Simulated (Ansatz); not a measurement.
**Convergence test, ScIn₃**

Level of theory: Ansatz 0.2.0, DFT r2SCAN, scalar-relativistic, plane waves, PAW.

```
CELL_PARAMETERS angstrom
4.46000 0.00000 0.00000
0.00000 4.46000 0.00000
0.00000 0.00000 4.46000
ATOMIC_POSITIONS crystal
Sc 0.00000 0.00000 0.00000
In 0.00000 0.50000 0.50000
In 0.50000 0.00000 0.50000
In 0.50000 0.50000 0.00000
```

| Quantity | Value |
| --- | --- |
| plane-wave cutoff | 500 eV |
| occupation rule | Gaussian smearing, 0.1 eV |
| spin treatment | unpolarised |

The atoms are held and the k-point mesh is swept. Energies are extrapolated to zero smearing and count from the reference run, 16×16×16. The cell isn't necessarily relaxed at this level. The meshes are Γ-centred. Pressure is positive in compression.

```tsv
mesh	ΔE (meV/atom)	P (GPa)	irreducible points
1×1×1	935	5.98	1
2×2×2	158	3.66	4
4×4×4	-4.96	2.39	10
6×6×6	?	?	?
8×8×8	-4.07	1.48	35
10×10×10	?	?	?
12×12×12	-2.25	1.36	84
14×14×14	?	?	?
16×16×16	0.00	1.37	165
```

Problem. Fill in the withheld rows.

Solution. The withheld rows:

```json
{"mesh": "6×6×6", "ΔE (meV/atom)": "-10.4", "P (GPa)": "1.64", "irreducible points": "20"}
{"mesh": "10×10×10", "ΔE (meV/atom)": "-1.51", "P (GPa)": "1.47", "irreducible points": "56"}
{"mesh": "14×14×14", "ΔE (meV/atom)": "-0.57", "P (GPa)": "1.33", "irreducible points": "120"}
```